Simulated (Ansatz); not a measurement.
Bi:
```
CELL_PARAMETERS angstrom
      4.58852     0.00000     0.00000
      0.00000     4.58852     0.00000
      0.00000     0.00000     3.26610
ATOMIC_POSITIONS crystal
  Bi 0.50000 0.00000 0.52590
  Bi 0.00000 0.50000 0.47410
```

Relaxed with r²SCAN. Special points in fractions of this cell's reciprocal vectors: Γ (0.000, 0.000, 0.000); X (0.000, 0.500, 0.000); M (0.500, 0.500, 0.000); Z (0.000, 0.000, 0.500); R (0.000, 0.500, 0.500); A (0.500, 0.500, 0.500).

List the band energies nearest the Fermi level at these points for the program Ansatz at the r²SCAN with spin–orbit coupling level (PAW).

In eV from the Fermi level; about four levels below and three above (degenerate sets whole), none deeper than 8.9 eV; points with the same levels are listed once.

| k | below | above |
|---|---|---|
| Γ | -4.17 -4.17 -2.76 -2.76 | 1.23 1.23 3.09 3.09 |
| X | -0.54 -0.54 -0.54 -0.54 | 4.72 4.72 4.72 4.72 |
| M | -5.38 -5.38 -5.38 -5.38 | 3.83 3.83 3.83 3.83 |
| Z | -0.87 -0.87 -0.85 -0.85 | 3.75 3.75 5.53 5.53 |
| R | -3.96 -3.96 -3.96 -3.96 | 0.25 0.25 0.25 0.25 |
| A | -2.78 -2.78 -2.78 -2.78 | 2.96 2.96 2.96 2.96 |

Space group P4/nmm. The workflow started from a Materials Project entry (that database holds measured and hypothetical structures alike); the Crystallography Open Database copy checked does not list it. It is not the phase usual at ambient conditions (space group No. 166). Symmetry was held in the r²SCAN relaxation; of distortions, only those at the zone centre were tested.

Potentials: the later of the program's two PAW sets.
